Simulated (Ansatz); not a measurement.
Single point in Ansatz 0.2.0 with r2SCAN, no spin polarisation. Cutoff 500 eV, PAW datasets, 9×9×4 Γ-centred k mesh, fermi-dirac filling (width 0.1 eV).

Computed maps in the lattice plane spanned by a (left to right, 3.70 Å, 11 points from zero) and b (bottom to top, 3.70 Å, 11 points from zero), 90° apart, at height 0.000 along c. The fields are smooth PAW ones with compensation charges, not the true ones near nuclei.

Valence density. Digits on a logarithmic scale: 0 up to 0.03 e/Å³, each further digit a factor of 1.6, 9 from 1.3 e/Å³ up:
```
99865445689
98665555668
66666776666
55568998655
44579999754
44579999754
55568998655
66666776666
98665555668
99865445689
99965445699
```

ELF. Ten even steps from '0' (0.02) to '9' (0.77):
```
00454334540
34566556654
45665445665
44653113564
23541001453
23541001453
44653113564
45665445665
34566556654
00454334540
90344224430
```

Question: The cell is ZrGeSe. Which atoms lie within 0.2 Å of this plane, and where (fractions of a and b)?

Answer: Ge at (0.00, 0.00), Ge at (0.50, 0.50). The whole cell:
```yaml
crystal:
  lattice:
    - [3.70284, 0.00000, 0.00000]
    - [0.00000, 3.70284, 0.00000]
    - [0.00000, 0.00000, 8.23608]
  atoms:
    - { symbol: Ge, position: [0.00000, 0.00000, 0.00000] }
    - { symbol: Ge, position: [0.50000, 0.50000, 0.00000] }
    - { symbol: Se, position: [0.00000, 0.50000, 0.62800] }
    - { symbol: Se, position: [0.50000, 0.00000, 0.37200] }
    - { symbol: Zr, position: [0.00000, 0.50000, 0.24900] }
    - { symbol: Zr, position: [0.50000, 0.00000, 0.75100] }
```

Origin: a known structure type with other elements, at an estimated volume, so it need not be a known compound. Caveats: atoms or cell far from equilibrium.
